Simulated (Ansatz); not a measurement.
Relaxed Ta (bcc, W type):

```yaml
crystal:
  lattice:
    - [-3.28193, 3.28193, 3.28193]
    - [1.64096, -1.64096, 1.64096]
    - [1.64096, 1.64096, -1.64096]
  atoms:
    - { symbol: Ta, position: [0.00000, 0.00000, 0.00000] }
    - { symbol: Ta, position: [0.50000, 0.00000, 0.00000] }
```

In each cell atom 1 (Ta, nearest neighbour Ta at 2.842 Å; its periodic images, 2.8 Å or more away, move with it) moves by s·(0.707, 0.707, 0.000) (along Cartesian [110]), the rest being held.

These are PBEsol (plane waves to 420 eV, PAW, scalar-relativistic; Ansatz, a quantum-chemistry and plane-wave program) values and carry that method's errors. k mesh 8×16×16 (Γ-centred), Fermi-Dirac smearing 0.05 eV. Energies are smeared free energies. With partly filled bands, energies and forces of such displacements shift with the k mesh and the smearing. Spin-orbit coupling is left out, though Ta is heavy. Ta is run without spin polarisation. Ta was relaxed with its symmetry unable to fall. The PAW data are Ansatz's earlier set. ΔE is measured from the undisplaced structure. The last digit holds for this mesh only.

```csv
s (Å),ΔE (meV/cell)
-0.280,withheld
-0.224,148.2
-0.168,82.5
-0.112,36.1
-0.056,8.9
0.000,0.0
0.056,8.9
0.112,36.1
0.168,82.5
0.224,148.2
0.280,withheld
```

Task: Fit an even polynomial form (powers 2, 4) to the given rows and predict ΔE at s = 0.280.

Result: Least squares on the 9 given rows: ΔE = (2870)·s² + (1678)·s⁴, in meV/cell with s in Å; root-mean-square residual 0.12 meV/cell. At 0.280 the fit gives 235.3 meV/cell; the calculation gives 232.4 meV/cell, so the extrapolation is off by 2.9 (+1.2 %). The quadratic term alone would give 225.0 meV/cell.

(For displaced atoms, the force is minus the slope of the energy, and its curvature is a force constant, which sets phonon frequencies.)
